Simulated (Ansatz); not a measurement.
What DFT gives for TlBrF₄

```
CELL_PARAMETERS angstrom
0.00000 4.02067 4.02067
4.02067 0.00000 4.02067
4.02067 4.02067 0.00000
ATOMIC_POSITIONS crystal
Tl 0.50000 0.50000 0.50000
Br 0.00000 0.00000 0.00000
F 0.12700 0.12700 0.12700
F 0.61900 0.12700 0.12700
F 0.12700 0.12700 0.61900
F 0.12700 0.61900 0.12700
```

The numbers come from plane-wave PAW DFT (Ansatz): r2SCAN, no spin polarisation, 500 eV, 7×7×7 Γ-centred k points, methfessel-paxton occupations (width 0.1001 eV). Nothing was relaxed.

What happens at the Fermi level?

It is a metal, with about 8.8 states/eV a cell as the mean within 0.25 eV of the Fermi level, mostly Br p (53 %) and F p (35 %).

Is it stable against the elements?

0.00 eV an atom against the elements' usual phases (free molecules for gases, crystals otherwise, with no correction for O₂ or N₂), too near zero to call. Relaxing would lower it.

How is the charge shared?

Bader charges in e: Tl +0.81, Br +1.64, F -0.61. In the mean Br gives up most and F takes most.

Where is the largest force?

The largest is on F6 (and as large on other atoms): 6.31 eV/Å, components (-3.64, 3.64, -3.64). It makes 180° with the line to a nearest neighbour, Br2 at 1.77 Å, pointing away from it.

Origin: a known structure type with other elements, at an estimated volume, so it need not be a known compound. Caveats: many states at the Fermi level without spin polarisation, so a magnetic state may lie lower; atoms or cell far from equilibrium.
